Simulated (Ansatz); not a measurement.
## GdZr (P-6m2): spiral energies by the generalised Bloch theorem

Geometry: a structure from the Materials Project; nothing is relaxed.

The runs share LDA, 9×9×12 k mesh, Fermi–Dirac smearing of 0.05 eV. PAW means Ansatz 0.2.0 on its default frozen-core files; LAPW is all-electron LAPW in Ansatz 0.2.0. Site moments are integrated in spheres about the atoms, whose radii differ between the methods.

The first input and its command:

```yaml
crystal:
  lattice:
    - [3.3939075271, 0.0, 0.0]
    - [-1.6969537635, 2.9392101365, 0.0]
    - [0.0, 0.0, 5.446174]
  atoms:
    - { symbol: Gd, position: [0.6666666667, 0.3333333333, 0.5], spin: 7.1, spin_axis: [1.0, 0.0, 0.0] }
    - { symbol: Zr, position: [0.3333333333, 0.6666666667, 0.0] }
magnetization:
  noncollinear: true
  spin_spiral: { q: [0.0, 0.0, 0.0] }
kpoints:
  mp_grid: { grid: [9, 9, 12] }
scf:
  occupations: { method: fermi_dirac, width: 0.05 }
hamiltonian:
  xc: lda
  pseudopotentials: { kind: paw }
output:
  eigenvalues: false
```

Command: `ansatz run input.yaml --threads 2 --pin off --max-ram 5120MiB --backend cpu --events-out ev --progress --plain --runs-dir out`

The input for «spiral at 0.167 of the way from Γ to A» by LAPW differs from it in these lines, output keys apart:

```diff
-  spin_spiral: { q: [0.0, 0.0, 0.0] }
+  spin_spiral: { q: [0.0, 0.0, 0.0833333333] }
-  mp_grid: { grid: [9, 9, 12] }
+  mp_grid: { grid: [9, 9, 12], shift: [0.0, 0.0, 0.5] }
-  pseudopotentials: { kind: paw }
+  pseudopotentials: { kind: all_electron, lapw: { basis_error: 0.001 } }
```

Flat spirals without spin–orbit coupling: moments start in the xy plane and turn about z by q·R from cell to cell, and their directions inside a cell are free. q runs from Γ to A = (0.000, 0.000, 0.500) in reciprocal cell vectors. Energies count from each method's run at q = 0. Each q is a vector of the k mesh, and the mesh is shifted by q/2 where needed, so that both spin components are sampled on the same points as at q = 0.

```csv
fraction of Γ–A,q (1/Å),ΔF PAW (meV/cell),ΔF LAPW (meV/cell),"largest moment, PAW (μB)"
0.000,0.000,0.0,0.0,7.14
0.167,0.096,+2.1,+2.0,7.13
0.333,0.192,+7.1,+7.0,7.12
0.500,0.288,+12.4,–,7.11
0.667,0.385,?,–,7.10
0.833,0.481,+17.2,–,7.10
1.000,0.577,?,–,7.10
```

Q: Fill in "ΔF PAW (meV/cell)" for the row "0.667".

A: +15.8.

Q: Give the missing entry: row "1.000", column "ΔF PAW (meV/cell)".

A: +17.5.

q = 0 is the lowest point of the line, so the state at q = 0 is stable against these spirals.

Q: The line ends at half a reciprocal vector. Fit ΔF(f) = A₁(1 − cos πf) + A₂(1 − cos 2πf) to the PAW points, leaving out f = 0.833. What does it give?

A: A₁ = +8.7 and A₂ = +1.8 meV/cell, with a worst miss of 0.0 meV. At f = 0.833 the fit gives +17.2 meV against the computed +17.2. In a Heisenberg model A₁ and A₂ sum the couplings to the first and second lattice planes normal to q.

The PAW files were made with PBE; the program remakes their cores once for the run's functional and then keeps them frozen. Without U a semilocal functional puts the f levels too near the Fermi level, which can change moments and the order of magnetic states; site and cell moments are spin moments. Spin–orbit coupling is left out although heavy atoms are present. In at least one run the program's final test of stability wasn't made or came to no verdict. With open f shells a run can end in a state that isn't the lowest. These are results for the start and cell typed. The real compound can order otherwise, in a larger cell, or not at all, since semilocal functionals at zero temperature often overstate magnetism.
